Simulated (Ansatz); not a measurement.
Computed with DFT PBE, scalar-relativistic, plane waves, PAW (Ansatz). Settings: cutoff 420 eV, Γ-centred meshes spaced at most about 0.3 Å⁻¹, and about 0.25 Å⁻¹ or finer for metals (2π included), Gaussian smearing. No spin polarisation in the final relaxations.

Temperature and zero-point effects are left out.

Two forms of BeCd₂S₃ were relaxed alike.

A. Space group Cmmm (No. 65), orthorhombic, a = 3.479 Å, b = 24.286 Å, c = 3.531 Å. Around Be lie 4 S at 2.48 Å; around Cd lie 4 S at 2.53 Å; S on a site of symmetry mmm is surrounded by 4 Be at 2.48 Å; S on a site of symmetry m2m is surrounded by 4 Cd at 2.53 Å.

B. Space group R-3m (No. 166), trigonal, a = 6.550 Å, c = 9.330 Å. Be has 6 S at 2.45 Å; Cd is surrounded by 3 S at 2.59 Å and 1 Cd at 2.68 Å; S is surrounded by 2 Be at 2.45 Å and 2 Cd at 2.59 Å.

**Question.** Which would you expect to be lower, and how large is the difference?

**Answer.** A is lower, by 77 meV/atom. A has space group Cmmm (No. 65), 24.9 Å³/atom and no gap on its mesh; B has space group R-3m (No. 166), 19.3 Å³/atom and no gap. Counting S atoms around Be and Cd (those within 1.25 times the shortest such distance or 1.15 times the sum of covalent radii; the shortest distance is added where it exceeds 1.18 times the sum of covalent radii), A has Be 4 from 2.5 Å, Cd 4 and B has Be 6 from 2.4 Å, Cd 3. Both come from invented guesses. A third cell relaxed alike, in P-3m1, lies 0.39 eV/atom below the lower of the two.

Weakly bound directions are ill-defined at this level, which has no dispersion term (Cmmm), and this can change margins and order among such cells. A magnetic state wasn't ruled out in cells without spin, among them R-3m. Cells relaxed within their symmetry can be saddle points.
